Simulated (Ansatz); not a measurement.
Level of theory: DFT PBE, scalar-relativistic, plane waves, PAW in Ansatz 0.2.0. All cells share a 420 eV cutoff and Γ-centred k meshes spaced at most about 0.3 Å⁻¹ (about 0.25 or finer for metals, 2π included). No spin polarisation in the final relaxations.

Temperature and zero-point effects are left out.

Two relaxed structures of Zr2AlN3:

A.

```yaml
crystal:
  lattice:
    - [-1.58040, 1.58040, 6.70699]
    - [1.58040, -1.58040, 6.70699]
    - [1.58040, 1.58040, -6.70699]
  atoms:
    - { symbol: Zr, position: [0.83341, 0.83341, 0.00000] }
    - { symbol: Zr, position: [0.16659, 0.16659, 0.00000] }
    - { symbol: Al, position: [0.50000, 0.50000, 0.00000] }
    - { symbol: N, position: [0.00000, 0.00000, 0.00000] }
    - { symbol: N, position: [0.65076, 0.65076, 0.00000] }
    - { symbol: N, position: [0.34924, 0.34924, 0.00000] }
```

B.

```yaml
crystal:
  lattice:
    - [3.13544, 0.00000, 0.00000]
    - [-1.56772, 2.71537, 0.00000]
    - [0.00000, 0.00000, 7.78118]
  atoms:
    - { symbol: Zr, position: [0.33333, 0.66667, 0.16802] }
    - { symbol: Zr, position: [0.66667, 0.33333, 0.83198] }
    - { symbol: Al, position: [0.00000, 0.00000, 0.50000] }
    - { symbol: N, position: [0.33333, 0.66667, 0.64369] }
    - { symbol: N, position: [0.66667, 0.33333, 0.35631] }
    - { symbol: N, position: [0.00000, 0.00000, 0.00000] }
```

Question: Which is lower in energy, and by how much?

Answer: B is lower, by 29 meV/atom. A has Zr and Al ordered on rock salt sites, space group I4/mmm (No. 139), 11.2 Å³/atom and no gap on its mesh; B has Zr and Al ordered on rock salt sites, space group P-3m1 (No. 164), 11.0 Å³/atom and no gap. Counting N atoms around Al and Zr (those within 1.25 times the shortest such distance or 1.15 times the sum of covalent radii; a plus sign parts nearer from farther groups), A has Zr 5+1, Al 2+4 and B has Zr 6, Al 6. In A, Zr is surrounded by 5 N at 2.23–2.25 Å, 1 N at 2.45 Å, 4 Al at 3.16 Å and 8 Zr at 3.16 Å; Al is surrounded by 2 N at 2.02 Å, 4 N at 2.24 Å, 8 Zr at 3.16 Å and 4 Al at 3.16 Å; N on a site of symmetry 4/mmm is surrounded by 2 Zr at 2.23 Å and 4 Al at 2.24 Å; 1 more site not described. In B, around Zr lie 6 N at 2.23–2.33 Å, 9 Zr at 3.14–3.18 Å and 3 Al at 3.15 Å; Al is surrounded by 6 N at 2.13 Å, 6 Al at 3.14 Å and 6 Zr at 3.15 Å; around N on a site of symmetry 3m lie 3 Al at 2.13 Å and 3 Zr at 2.33 Å; 1 more site not described. Both come from invented guesses.

Cells relaxed within their symmetry can be saddle points.
